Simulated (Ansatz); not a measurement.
Computed with Ansatz 0.2.0, DFT PBE, scalar-relativistic, plane waves, PAW. All cells share a 420 eV cutoff and Γ-centred k meshes spaced at most about 0.3 Å⁻¹ (about 0.25 or finer for metals, 2π included). No spin polarisation in the final relaxations.

These are static total energies at zero pressure.

Two forms of SiB2 were relaxed alike.

1. Space group P4/mmm (No. 123), tetragonal, a = 3.055 Å, c = 3.217 Å. Si has 8 B at 2.30 Å; around B lie 2 B at 1.60–1.62 Å and 4 Si at 2.30 Å.

2. Space group P-6m2 (No. 187), hexagonal, a = 2.801 Å, c = 4.535 Å. Si has 6 B at 2.17 Å; B has 1 B at 1.65 Å and 3 Si at 2.17 Å.

**Question.** Which would you expect to be lower, and how large is the difference?

**Answer.** Cell 1 is lower, by 280 meV/atom. Cell 1 has space group P4/mmm (No. 123), 10.0 Å³/atom and no gap on its mesh; cell 2 has space group P-6m2 (No. 187), 10.3 Å³/atom and no gap. Counting B atoms around Si (those within 1.25 times the shortest such distance or 1.15 times the sum of covalent radii; the shortest distance is added where it is long for a bond), cell 1 has Si 8 from 2.3 Å and cell 2 has Si 6. Cell 1 holds B–B chains (shortest 1.60 Å); cell 2 holds B–B pairs (shortest 1.65 Å). Even the lower one lies +0.69 eV/atom against the reference forms of the elements (uncorrected), so neither is stable at this level. Both come from invented guesses. A third cell relaxed alike, in P6_3/mmc, lies 194 meV/atom below the lower of the two.

Cells relaxed within their symmetry can be saddle points.
